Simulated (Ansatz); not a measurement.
Run on ZrAg₂: DFT, PBEsol, all-electron LAPW, scalar-relativistic (Ansatz 0.2.0).

The cell comes from a relaxation on PAW files under the same functional, begun from a database entry that needn't be the ground state.

Command: `ansatz run input.yaml --threads 1 --pin off --max-ram 3072MiB --backend cpu --events-out ev --progress --plain --runs-dir out` It took 2.2 min on 1 thread of AMD EPYC 7R13 Processor (Zen 3) (shared host), peak memory 1.5 GiB.

```yaml
crystal:
  lattice:
    - [-1.7560610925, 1.7560610925, 4.4496727315]
    - [1.7560610925, -1.7560610925, 4.4496727315]
    - [1.7560610925, 1.7560610925, -4.4496727315]
  atoms:
    - { symbol: Zr, position: [0.0, 0.0, 0.0] }
    - { symbol: Ag, position: [0.6722796295, 0.6722796295, 0.0] }
    - { symbol: Ag, position: [0.3277203705, 0.3277203705, 0.0] }
kpoints:
  mp_grid: { grid: [14, 14, 14] }
  band_path:
    path:
      - [0.0, 0.0, 0.0]
      - [0.0, 0.0, 0.5]
      - [0.25, 0.25, 0.25]
      - [0.0, 0.5, 0.0]
      - [0.0, 0.0, 0.0]
      - [0.5, 0.5, -0.5]
      - [0.2889370558, 0.7110629442, -0.2889370558]
      - [-0.2889370558, 0.2889370558, 0.2889370558]
      - [0.0, 0.0, 0.0]
    npoints: 14
scf:
  occupations: { method: fermi_dirac, width: 0.05 }
hamiltonian:
  xc: pbesol
  pseudopotentials: { kind: all_electron, lapw: { basis_error: 0.0005 } }
output:
  forces: true
  stress: true
  eigenvalues: true
  populations: true
```

Output:

```
Zr: projections on atomic orbitals take those of the free atom 1s2 2s2 2p6 3s2 3p6 3d10 4s2 4p6 4d2 5s2, of charge +0.00 (hamiltonian.pseudopotentials.projection_atoms)
Ag: projections on atomic orbitals take those of the free atom 1s2 2s2 2p6 3s2 3p6 3d10 4s2 4p6 4d10 5s1, of charge +0.00 (hamiltonian.pseudopotentials.projection_atoms)
LAPW: plane waves up to 8.387 Å⁻¹, error target 5.0e-4 eV per atom; small_component_spin mean_spin; Zr in spheres of 1.421 Å, 28 of its electrons in bands, Dirac shells []; Ag in spheres of 1.421 Å, 19 of its electrons in bands, Dirac shells [] (how accurate: hamiltonian.pseudopotentials.lapw.basis_error, Limitations)
Engine: ansatz 0.2.0
Pseudopotentials: kind: all_electron
Pseudopotential: Zr, LAPW, valence charge 28, lapw/all_electron/scalar/gaussian/Zr, Koelling and Harmon's equation, gaussian nucleus
Pseudopotential: Ag, LAPW, valence charge 19, lapw/all_electron/scalar/gaussian/Ag, Koelling and Harmon's equation, gaussian nucleus
Functional definition: PBEsol
  exchange = pbesol_x
  correlation = pbesol_c
Crystal: 3 atoms, lattice volume = 54.887 Å³
Basis set: ecut = 267.97291611611314 eV, 559 PW (Γ), FFT grids on a1+a3, a2+a3, a3, exchange–correlation at level 2
Bands: 40, of which v1, the nominal top of the filled ones, is band 33 counted from 1 (32 counted from 0)
Symmetry: 16 space group operations
Space group: I4/mmm (ITA 139), of the structure as read, at distance tolerance 3.8e-5 Å
k-points: 244 of 2744
Non-local potential: Zr, projectors of the file, none
Non-local potential: Ag, projectors of the file, none
Initial density: superposition of atomic densities (chi_scale 0.1, normalization cell, long waves kept (reshape's long-wave potential 0.00 eV rms))
Initial wavefunctions: plane waves of lowest kinetic energy (no species holds an atomic orbital)
Functional: x = pbesol(κ = 0.804, μ = 0.12345679012345678), c = pbesol(β = 0.046)
iter 1 solved again at ethr=3.44e-3 eV; its pass at ethr=1.00e-1 eV (dr2=2.27e0 eV) is discarded
SCF iter   1: F=—  HF=-387050.325582 eV  |F-HF|=—  |Δ(HF+E_count)|=         —  Δρ=4.38e-2  dr2=2.27e0  ethr=3.44e-3  ⟨swp⟩=2.0  Hψ=64424  notcnv=0
preconditioner: auto → Kerker (q_TF=auto, 2.813 Å⁻¹)  [metal: Δε(μ)=0.018 eV  Ē_g=11.962 eV  σ=0.050 eV  W_gap=0.09  n_scr=22 (ndim 8)  ℏωp=28.4 eV  f_vac=0.000  D(μ)=1.24/eV (n_scr^D=10)]
SCF iter   2: F=—  HF=-387049.491925 eV  |F-HF|=—  |Δ(HF+E_count)|=   8.34e-1  Δρ=2.23e-2  dr2=5.70e-1  ethr=3.44e-3  ⟨swp⟩=3.0  Hψ=30135  notcnv=0
SCF iter   3: F=—  HF=-387048.305672 eV  |F-HF|=—  |Δ(HF+E_count)|=    1.19e0  Δρ=1.04e-2  dr2=9.91e-2  ethr=8.63e-4  ⟨swp⟩=2.4  Hψ=30117  notcnv=0
SCF iter   4: F=—  HF=-387048.270401 eV  |F-HF|=—  |Δ(HF+E_count)|=         —  Δρ=5.23e-3  dr2=3.74e-2  ethr=1.50e-4  ⟨swp⟩=2.0  Hψ=29949  notcnv=0
the basis was enlarged: its passes take 1.2 MiB over the memory plan, 1 of 1 planned eigensolver slots
SCF iter   5: F=—  HF=-387048.261811 eV  |F-HF|=—  |Δ(HF+E_count)|=   8.59e-3  Δρ=2.36e-3  dr2=6.61e-3  ethr=5.67e-5  ⟨swp⟩=2.0  Hψ=28070  notcnv=0
iter 6 solved again at ethr=3.10e-7 eV; its pass at ethr=1.00e-5 eV (dr2=2.04e-4 eV) is discarded
SCF iter   6: F=—  HF=-387048.260827 eV  |F-HF|=—  |Δ(HF+E_count)|=   9.84e-4  Δρ=6.34e-4  dr2=2.04e-4  ethr=3.10e-7  ⟨swp⟩=2.0  Hψ=48312  notcnv=0
SCF iter   7: F=—  HF=-387048.260447 eV  |F-HF|=—  |Δ(HF+E_count)|=   3.81e-4  Δρ=2.65e-4  dr2=5.50e-5  ethr=3.09e-7  ⟨swp⟩=2.0  Hψ=28419  notcnv=0
SCF iter   8: F=—  HF=-387048.260411 eV  |F-HF|=—  |Δ(HF+E_count)|=   3.61e-5  Δρ=6.74e-5  dr2=2.27e-6  ethr=8.33e-8  ⟨swp⟩=2.0  Hψ=28417  notcnv=0
SCF iter   9: F=—  HF=-387048.260411 eV  |F-HF|=—  |Δ(HF+E_count)|=   1.03e-7  Δρ=1.61e-5  dr2=1.72e-7  ethr=3.44e-9  ⟨swp⟩=2.0  Hψ=28417  notcnv=0
SCF iter  10: F=-387048.260411 eV  HF=-387048.260411 eV  |F-HF|=6.64e-9  |Δ(HF+E_count)|=   2.35e-8  Δρ=4.34e-6  dr2=1.83e-8  ethr=2.61e-10  ⟨swp⟩=2.0  Hψ=28417  notcnv=0
SCF 1 converged in 10 iterations: F = -387048.260411 eV  dr2 = 1.83e-8
NSCF: frozen V_eff on 113 k-points
SCF converged after 10 iterations
Free energy (F): -387048.260411 eV
Harris-Foulkes:  -387048.260411 eV  (|F-HF|=6.64e-9)
Internal energy: -387048.248204 eV  (E = F + TS)
E sigma→0 (E₀):  -387048.254308 eV
Entropy (-TS):   -0.012206 eV (-4.069 meV/atom)
Fermi energy:    18.825382 eV
--- Per-component energies (eV) ---
  E_band       = -3755.756038
  E_kinetic    = 403414.209826
  E_xc         = -11048.729295
  E_electrostatic = -779413.728735  (all electrons and nuclei)
  E_smearing   = -0.012206  (= −TS)
  E_closure    = 0.000000  (closes the sum)
  E_atoms      = -387033.503032  (free atoms, spherical and without spin; not in F)
  Σ components = -387048.260411   (vs F -387048.260411, Δ=0.00e0)
  Basis errors (estimates in eV, not in F): energy 9.8e-5 per atom: plane waves 8.2e-5 (4.3e-5 summed), levels above the bands 1.2e-67, relativity 1.6e-8, radial functions 1.5e-5, core shells 7.6e-7; eigenvalues (radial functions only) 3.6e-7; not estimated: angular momenta, meshes, grids; target (lapw.basis_error) 5.0e-4; muffin-tin radii Zr 1.421 Å, Ag 1.421 Å
--- Forces (eV/Å), atoms counted from 1 ---
  atom   1  Zr    -0.00000000     0.00000000     0.00000000
  atom   2  Ag     0.00000000     0.00000000    -0.00014459
  atom   3  Ag     0.00000000    -0.00000000     0.00014459
  max |Σ_I F_I| component: 4.34e-19 eV/Å
--- Stress (GPa, compression-positive) ---
       -0.003872       0.000000      -0.000000
        0.000000      -0.003872       0.000000
       -0.000000       0.000000      -0.040644
  P = ⅓ Tr σ = -0.0161 GPa (-0.161 kbar)
--- Band table (eV; the first three rows and the last of 244) ---
  k-point 0: bands = ["-293.2516", "-293.2184", "-293.2184", "-150.6719", "-150.6659", "-150.6659", "-150.6443", "-150.6368", "-73.9485", "-73.9328", "-37.4971", "-37.4422", "-37.4183", "-37.4183", "-37.3530", "-37.3530", "-30.5196", "-8.6892", "-8.4244", "-8.4244", "11.0590", "12.5311", "13.0469", "13.0621", "13.3620", "13.5842", "13.5842", "13.6680", "13.8607", "13.8607", "14.6601", "16.9731", "18.5909", "19.5209", "19.5209", "21.1736", "21.6054", "25.5743", "28.5273", "28.5273"]
  k-point 1: bands = ["-293.2516", "-293.2184", "-293.2184", "-150.6719", "-150.6659", "-150.6659", "-150.6443", "-150.6368", "-73.9481", "-73.9332", "-37.4970", "-37.4464", "-37.4191", "-37.4115", "-37.3564", "-37.3529", "-30.5180", "-8.6867", "-8.4354", "-8.4344", "11.2145", "12.5685", "13.0203", "13.0595", "13.3109", "13.5564", "13.5772", "13.5846", "13.8685", "14.0033", "14.6270", "17.0815", "18.6552", "19.3398", "19.4224", "21.4788", "21.6276", "25.5917", "27.4568", "27.8926"]
  k-point 2: bands = ["-293.2516", "-293.2184", "-293.2184", "-150.6719", "-150.6659", "-150.6659", "-150.6443", "-150.6368", "-73.9471", "-73.9341", "-37.4963", "-37.4525", "-37.4212", "-37.3979", "-37.3661", "-37.3526", "-30.5136", "-8.6803", "-8.4654", "-8.4623", "11.6368", "12.6778", "12.8753", "13.0328", "13.3366", "13.4398", "13.5362", "13.5897", "13.8518", "14.1960", "14.6095", "17.3678", "18.8659", "19.1135", "19.1305", "21.0556", "22.5152", "25.6781", "26.0868", "27.1093"]
  k-point 243: bands = ["-293.2516", "-293.2184", "-293.2184", "-150.6719", "-150.6659", "-150.6659", "-150.6443", "-150.6368", "-73.9474", "-73.9340", "-37.4760", "-37.4643", "-37.4202", "-37.4202", "-37.3511", "-37.3511", "-30.5172", "-8.7030", "-8.4226", "-8.4226", "12.1777", "12.1841", "12.6198", "13.1968", "13.2898", "13.2898", "13.6176", "14.0122", "14.0122", "14.1375", "14.4587", "15.0204", "18.5839", "20.7317", "20.8912", "20.8912", "21.6343", "23.8019", "23.8019", "28.0344"]
--- Löwdin populations: 3 sites ---
  site symbol       q [e]
     0     Zr     40.1370
     1     Ag     46.7079
     2     Ag     46.7079
  spilling = 0.003337 (of n_electrons = 134.000000)
```

populations.tsv:

```
# site	symbol	l	j	q
# orbitals = lowdin
# n_electrons = 134.000000
# spilling = 0.003337
# projection_atom_Zr: 1s2 2s2 2p6 3s2 3p6 3d10 4s2 4p6 4d2 5s2
# projection_atom_Ag: 1s2 2s2 2p6 3s2 3p6 3d10 4s2 4p6 4d10 5s1
0	Zr	0_1S	-	1.999998
0	Zr	0_2S	-	1.999920
0	Zr	0_3S	-	1.998513
0	Zr	0_4S	-	1.971268
0	Zr	0_5S	-	0.877366
0	Zr	1_2P	-	5.999999
0	Zr	1_3P	-	5.999968
0	Zr	1_4P	-	5.993726
0	Zr	2_3D	-	9.999988
0	Zr	2_4D	-	3.296302
1	Ag	0_1S	-	1.999998
1	Ag	0_2S	-	1.999909
1	Ag	0_3S	-	1.998537
1	Ag	0_4S	-	1.977656
1	Ag	0_5S	-	1.035857
1	Ag	1_2P	-	5.999999
1	Ag	1_3P	-	5.999963
1	Ag	1_4P	-	5.995405
1	Ag	2_3D	-	9.999995
1	Ag	2_4D	-	9.700600
2	Ag	0_1S	-	1.999998
2	Ag	0_2S	-	1.999909
2	Ag	0_3S	-	1.998537
2	Ag	0_4S	-	1.977656
2	Ag	0_5S	-	1.035857
2	Ag	1_2P	-	5.999999
2	Ag	1_3P	-	5.999963
2	Ag	1_4P	-	5.995405
2	Ag	2_3D	-	9.999995
2	Ag	2_4D	-	9.700600
```

Next run (cell and atoms relaxed), as changes to the input before:

```diff
   mp_grid: { grid: [14, 14, 14] }
-  band_path:
-    path:
-      - [0.0, 0.0, 0.0]
-      - [0.0, 0.0, 0.5]
-      - [0.25, 0.25, 0.25]
-      - [0.0, 0.5, 0.0]
-      - [0.0, 0.0, 0.0]
-      - [0.5, 0.5, -0.5]
-      - [0.2889370558, 0.7110629442, -0.2889370558]
-      - [-0.2889370558, 0.2889370558, 0.2889370558]
-      - [0.0, 0.0, 0.0]
-    npoints: 14
 scf:
   eigenvalues: true
-  populations: true
+relax:
+  f_tol: 0.005
+  max_steps: 12
+  cell: {}
```

Results part of the output:

```
basis re-selected at this cell: Δ(F+E_penalty+E_count) = -1.746e-10 eV, ΔP = +0.000 GPa vs the last step (what re-selecting the basis moved, after the strain that the cell walked since its last selection, with what the two solves' SCF thresholds leave and, on support functions, any second-order correction that the steps lacked; it is no measure of the basis error at this ecutwfc). This SCF's stress stands 4.03e-2 GPa from its target on what of the cell is left free (relax.cell.stress_tol is 5.00e-2 GPa) and its largest allowed force component is 1.49e-4 eV/Å (relax.f_tol is 5.00e-3 eV/Å): within both
SCF converged after 2 iterations
Free energy (F): -387048.260365 eV
Harris-Foulkes:  -387048.260365 eV  (|F-HF|=5.65e-9)
Internal energy: -387048.248158 eV  (E = F + TS)
E sigma→0 (E₀):  -387048.254261 eV
Entropy (-TS):   -0.012207 eV (-4.069 meV/atom)
Fermi energy:    18.825378 eV
--- Per-component energies (eV) ---
  E_band       = -11264.878403
  E_kinetic    = 403414.234154
  E_xc         = -11048.730525
  E_electrostatic = -779413.751787  (all electrons and nuclei)
[... lines left out ...]
  k-point 1: bands = ["-380.1011", "-337.4609", "-337.4609", "-337.4571", "-337.4571", "-337.4571", "-337.4571", "-337.4389", "-337.4389", "-337.4164", "-337.4164", "-293.2514", "-293.2182", "-293.2182", "-150.6717", "-150.6657", "-150.6657", "-150.6442", "-150.6367", "-73.9482", "-73.9332", "-37.4970", "-37.4464", "-37.4191", "-37.4115", "-37.3564", "-37.3529", "-30.5179", "-8.6867", "-8.4354", "-8.4344", "11.2145", "12.5686", "13.0202", "13.0595", "13.3109", "13.5564", "13.5772", "13.5846", "13.8685", "14.0033", "14.6269", "17.0815", "18.6552", "19.3398", "19.4224", "21.4788", "21.6276", "25.5917", "27.4568", "27.8926", "28.0865", "28.4292"]
  k-point 2: bands = ["-380.1011", "-337.4609", "-337.4609", "-337.4571", "-337.4571", "-337.4571", "-337.4571", "-337.4389", "-337.4389", "-337.4164", "-337.4164", "-293.2514", "-293.2182", "-293.2182", "-150.6717", "-150.6657", "-150.6657", "-150.6442", "-150.6367", "-73.9471", "-73.9341", "-37.4964", "-37.4526", "-37.4213", "-37.3980", "-37.3661", "-37.3526", "-30.5135", "-8.6802", "-8.4654", "-8.4623", "11.6368", "12.6778", "12.8752", "13.0327", "13.3365", "13.4398", "13.5362", "13.5896", "13.8517", "14.1960", "14.6094", "17.3678", "18.8659", "19.1135", "19.1305", "21.0556", "22.5152", "25.6782", "26.0868", "27.1093", "27.1797", "28.0460"]
  k-point 243: bands = ["-380.1011", "-337.4609", "-337.4609", "-337.4571", "-337.4571", "-337.4571", "-337.4571", "-337.4389", "-337.4389", "-337.4164", "-337.4164", "-293.2514", "-293.2182", "-293.2182", "-150.6717", "-150.6657", "-150.6657", "-150.6442", "-150.6367", "-73.9474", "-73.9340", "-37.4760", "-37.4643", "-37.4202", "-37.4202", "-37.3512", "-37.3512", "-30.5172", "-8.7030", "-8.4226", "-8.4226", "12.1777", "12.1842", "12.6198", "13.1967", "13.2897", "13.2897", "13.6176", "14.0121", "14.0121", "14.1375", "14.4586", "15.0204", "18.5839", "20.7317", "20.8912", "20.8912", "21.6342", "23.8019", "23.8019", "28.0344", "30.8066", "30.9873"]
--- Relaxed structure (1 steps of the walk, 1 accepted, 1 SCFs on fresh bases) ---
  F+E_penalty+E_count = -387048.26036453 eV   max|allowed force component| = 1.488e-4 eV/Å   (the final SCF, on the basis selected at the relaxed cell)
  cell:  # Å, volume = 54.8867 Å³
    - [-1.7560610925, 1.7560610925, 4.4496727315]
    - [1.7560610925, -1.7560610925, 4.4496727315]
    - [1.7560610925, 1.7560610925, -4.4496727315]
  atoms:
    - { symbol: Zr, position: [0.0, 0.0, 0.0] }
    - { symbol: Ag, position: [0.6722796295000001, 0.6722796295000001, 0.0] }
    - { symbol: Ag, position: [0.3277203705, 0.3277203705, 0.0] }
```
